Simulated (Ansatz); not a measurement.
The elements of this relaxed trial crystal are hidden behind letters.

```
lattice vectors (Å)
   4.5194    0.0000    0.0000
   1.9629    5.4830    0.0000
   1.9972    0.9290    5.6757
fractional positions
X 0.1399 0.6377 0.1620
X 0.8952 0.0173 0.4516
X 0.6052 0.9078 0.9695
Z 0.3897 0.1906 0.2674
Q 0.8445 0.6709 0.0711
Q 0.7660 0.0259 0.7172
Q 0.3369 0.8014 0.9630
Q 0.0226 0.7485 0.3982
```

These are results of DFT PBE, scalar-relativistic, plane waves, PAW (Ansatz 0.2.0), not measurements. Plane waves to 420 eV, a 6×4×4 mesh through Γ for the 8-atom cell and 0.02 eV Gaussian smearing; no spin polarisation.

```
Space group                              : P1 (No. 1)
Conventional cell                        : a = 4.519 Å, b = 5.824 Å, c = 6.088 Å, α = 75.3°, β = 70.8°, γ = 70.3°
Volume per atom                          : 17.58 Å³
Density                                  : 2.72 g/cm³
Formation energy                         : −2.432 eV/atom
Gap on the 6×4×4 mesh of the 8-atom cell : 3.92 eV
```

Energies are uncorrected and count from the elements' standard states at the same level.

Task: X is an s-block element of period 2, Z is a p-block element of period 5 and Q is a p-block element of period 2. Which elements are they?

Result: X = Be, Z = Te, Q = F, so the formula is Be3TeF4. Density times volume gives a mean mass of 2.72 × 17.58/1.6605 = 28.8 u per atom, and this set has 28.8 u. Be on its first site is surrounded by 3 F at 1.54–1.58 Å and 1 Te at 2.47 Å; Te is surrounded by 4 Be at 2.47–2.65 Å; around F on its first site lie 2 Be at 1.54–1.57 Å; 5 more sites not described. Other sets within the hints have nearly the same mass, so mass alone doesn't settle it; this one was computed.

Spin–orbit coupling, which can matter for Te, is left out. Kohn–Sham gaps at this level usually fall short of measured ones. The missing spin–orbit coupling can work the other way here.
